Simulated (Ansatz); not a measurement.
ScNi3N (anti-perovskite, Pm-3m), plane-wave PAW PBE (Ansatz code), all energies at zero smearing, with the estimated change up to a 700 eV cutoff added, with one set of potentials and settings (totals compare only within such a set). Cell of 5 atoms (1 Sc, 3 Ni, 1 N): -20040.471 eV.

```tsv
element	reference phase	E (eV/atom)
Sc	P6_3/mmc, 2 atoms in the cell	-2135.8109
Ni	Fm-3m, 1 atoms in the cell, spin-polarised	-5839.7295
N	Pa-3, 8 atoms in the cell	-384.0342
```

Formation energy per atom, worked out: (-20040.471 − 1×(-2135.8109) − 3×(-5839.7295) − 1×(-384.0342))/5 = -0.287 eV/atom (-28 kJ per mol of atoms), at 0 K, without zero-point energy or fitted corrections.

The start of the workflow was typed in or built on a structure type; neither database checked (COD, Materials Project) lists it. Whether it is the stable phase at ambient conditions was not checked. The PBE relaxation kept the symmetry of its start; its stability against distortions is not shown here. The workflow began spin-polarised and lost its moments. The references are the lowest solids computed at this level, not always the standard phases (solids in place of the gases).

Potentials: the earlier of the program's two PAW sets.
